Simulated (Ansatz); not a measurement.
Sn:
```
CELL_PARAMETERS angstrom
     -2.92915     2.92915     1.60730
      2.92915    -2.92915     1.60730
      2.92915     2.92915    -1.60730
ATOMIC_POSITIONS crystal
  Sn 0.75000 0.25000 0.50000
  Sn 0.00000 0.00000 0.00000
```

Relaxed with r²SCAN. Special points in fractions of this cell's reciprocal vectors: Γ (0.000, 0.000, 0.000); X (0.000, 0.000, 0.500); M (-0.500, 0.500, 0.500); Z (0.325, 0.325, -0.325); Z0 (-0.325, 0.675, 0.325); P (0.250, 0.250, 0.250); N (0.000, 0.500, 0.000).

Question: List the band energies nearest the Fermi level at these points for plane-wave PAW r²SCAN (Ansatz code).

Answer: In eV from the Fermi level; about four levels below and three above (degenerate sets whole), none deeper than 8.9 eV; points with the same levels are listed once.

```csv
k,below,above
Γ,-3.61 -2.07 -2.07,3.42 6.55 6.55
X,–,0.61 0.61 1.85 1.85
M,-7.78 -7.78 -4.92 -4.92,5.17 5.17 9.90 9.90
Z,-5.75 -3.11 -3.04 -3.04,3.31 5.90 5.90
P,-6.20 -6.20 -3.65 -3.65,3.69 3.69 4.21 4.21
N,-5.58 -2.31 -1.79 -1.26,2.53 3.01 4.93
```

Space group I4_1/amd (β-Sn type). The r²SCAN relaxation kept the symmetry of its start. Scalar-relativistic: spin–orbit coupling is off unless named, which matters more the heavier the elements.

Potentials: the later of the program's two PAW sets.
